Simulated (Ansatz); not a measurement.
**Question.** Each is relaxed and computed with DFT-PBE in the program Ansatz with PAW potentials. Which alone has a direct gap?
A. AlAs, zinc blende
B. Si3Ge, P-4m2 (Si on 2g, Si on 1a, Ge on 1c)
C. AlP, P6_222 (Al on 3d, P on 3c)
D. AlGa3As4, P-4m2 (Pearson symbol tP8)

**Answer.** D, AlGa3As4, P-4m2 (Pearson symbol tP8). AlGa3As4: gap 0.53 eV (direct); AlAs: gap 1.50 eV (indirect); AlP: gap 0.95 eV (indirect); Si3Ge: gap 0.39 eV (indirect). Typed or built starts, not in the databases checked: AlGa3As4, P-4m2 (Pearson symbol tP8); AlP, P6_222 (Al on 3d, P on 3c); Si3Ge, P-4m2 (Si on 2g, Si on 1a, Ge on 1c). Not the usual ambient phase: AlP, P6_222 (Al on 3d, P on 3c). All cells were relaxed under the symmetry of their starts (and spin orders); stability against distortions was not tested throughout. Scalar-relativistic: spin–orbit coupling is off unless named, which matters more the heavier the elements.

Potentials: the earlier of the program's two PAW sets.
